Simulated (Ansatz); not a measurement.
ZnS (wurtzite)

```xyz
4
Lattice="3.8451 0.0000 0.0000 -1.9226 3.3300 0.0000 0.0000 0.0000 6.3057" Properties=species:S:1:pos:R:3 pbc="T T T"
Zn     1.9226     1.1100     6.3047
Zn     0.0000     2.2200     3.1519
S      1.9226     1.1100     3.9432
S      0.0000     2.2200     0.7904
```

In this cell atom 1 (Zn, nearest neighbour S at 2.357 Å; its periodic images, 3.8 Å or more away, move with it) is moved by u·(1.000, 0.000, 0.000) + v·(0.000, 1.000, 0.000); the rest is frozen.

All values below come from PBE (plane waves to 420 eV, PAW, scalar-relativistic; Ansatz, a program for electronic structure). k mesh 8×8×4 (Γ-centred), Fermi-Dirac smearing 0.05 eV. The energy includes the smearing's −TS. ZnS was relaxed with its symmetry unable to fall. The zero of ΔE is the undisplaced structure. Axes are in Å.

```
ΔE (eV/cell)  u = -0.350  u = -0.175  u = 0.000  u = 0.175  u = 0.350
------------  ----------  ----------  ---------  ---------  ---------
v = -0.350         0.513       0.492      0.490      0.492      0.513
v = -0.175         0.280         ___      0.098        ___      0.280
v = 0.000            ___         ___      0.000        ___        ___
v = 0.175          0.645       0.202      0.068      0.202      0.645
v = 0.350          1.075       0.426      0.230      0.426      1.075
```

### Question
Some entries are withheld; supply them.

### Answer

- v = -0.175, u = -0.175: 0.139
- v = -0.175, u = 0.175: 0.139
- v = 0.000, u = -0.350: 0.358
- v = 0.000, u = -0.175: 0.083
- v = 0.000, u = 0.175: 0.083
- v = 0.000, u = 0.350: 0.358

(For displaced atoms, the force is minus the slope of the energy, and its curvature is a force constant, which sets phonon frequencies.)
